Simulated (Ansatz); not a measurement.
BaB₂Rh₂, a database entry at a rescaled volume

```
Rh Ba B
1.0
     0.00000    3.89321    0.00000
     3.89321    0.00000    0.00000
     1.94661    1.94661   -5.59370
Rh Ba B
2 1 2
Direct
  0.75000 0.25000 0.50000
  0.25000 0.75000 0.50000
  0.00000 0.00000 0.00000
  0.31900 0.31900 0.36200
  0.68100 0.68100 0.63800
```

Level: PBEsol, no spin polarisation; 420 eV; 7×7×7 Γ-centred mesh; gaussian occupations (width 0.0288 eV); Ansatz 0.2.0, fixed geometry.

Q: Metal or insulator?

A: It is a metal, with about 0.73 states/eV a cell as the mean within 0.25 eV of the Fermi level, mostly B p (40 %) and Rh d (32 %).

Q: How is the charge shared?

A: Bader charges in e: Ba +1.22, B -0.16, Rh -0.45. In the mean Ba gives up most and Rh takes most.

Q: Is the cell too large or too small?

A: The pressure is -0.3 GPa (compression positive), so with the atoms held at these fractions the cell is close to zero pressure. The principal stresses -0.8, -0.8, 0.8 GPa differ, so its shape would change too.

Q: What is the formation energy?

A: -0.50 eV an atom against the elements' usual phases (free molecules for gases, crystals otherwise, with no correction for O₂ or N₂), so it is bound against them; other compounds may still compete. Relaxing would lower it.

Q: Are the atoms at rest?

A: Nearly at rest: the largest force is 0.035 eV/Å.

Origin: a database entry at a rescaled volume.
